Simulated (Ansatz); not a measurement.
La (dhcp (α-La type)), relaxed with r²SCAN (Ansatz, a first-principles code, plane waves, PAW): a = 3.7748 Å, b = 3.7748 Å, c = 12.0627 Å, α = 90.00°, β = 90.00°, γ = 120.00°.

```
Item                  Result
--------------------  ------
B₀ by P(V) fit (GPa)    23.0
```

### Question
The same phase is relaxed and computed with PBE in the same code. What are the cell and these values now?

### Answer
a = b = 3.7644 Å, c = 12.0996 Å, α = β = 90.00°, γ = 120.00°.

* **B₀ by P(V) fit (GPa)**: 24.9

All cells were relaxed under the symmetry of their starts (and spin orders); stability against distortions was not tested throughout. Scalar-relativistic: spin–orbit coupling is off unless named, which matters more the heavier the elements.

Potentials: the earlier of the program's two PAW sets. The files were generated under PBE; for other functionals the program regenerates the frozen cores, and for LDA and PBEsol the local potential too.

Ansatz is a plane-wave DFT program.
